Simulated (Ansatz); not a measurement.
**NbRu: two-dimensional strain map**

Level of theory: DFT r2SCAN, scalar-relativistic, plane waves, PAW (Ansatz). Settings: plane waves to 500 eV, k-mesh 16×16×16 (Γ-centred), Gaussian smearing 0.15 eV. No spin polarisation. Energies are free energies at this smearing, counted from the undisturbed cell; pressure is positive in compression.

Reference structure (as given, not relaxed at this level; it stands at -5.5 GPa, and it needn't be the usual structure):

```
CELL_PARAMETERS angstrom
3.18400 0.00000 0.00000
0.00000 3.18400 0.00000
0.00000 0.00000 3.18400
ATOMIC_POSITIONS crystal
Nb 0.00000 0.00000 0.00000
Ru 0.50000 0.50000 0.50000
```

The cell is strained by p along both x and y and by q along z, fractional coordinates fixed. Points are written (p, q).

Energy above the undisturbed cell in meV/atom (a dash: not computed):

```
 p \ q  -0.050  -0.025  0.000  0.025  0.050
-0.050   221.4   133.0   61.7   10.6      ?
-0.025    70.5    28.5   -1.2  -19.3  -22.0
 0.000    -2.6    -9.1    0.0   16.8   41.1
 0.025       ?       ?   51.7  100.7  153.8
 0.050       ?    90.4  149.3  221.6  301.0
```

Fill in the withheld energies.

(-0.050, 0.050): -19.0; (0.025, -0.050): -6.5; (0.025, -0.025): 13.8; (0.050, -0.050): 49.4.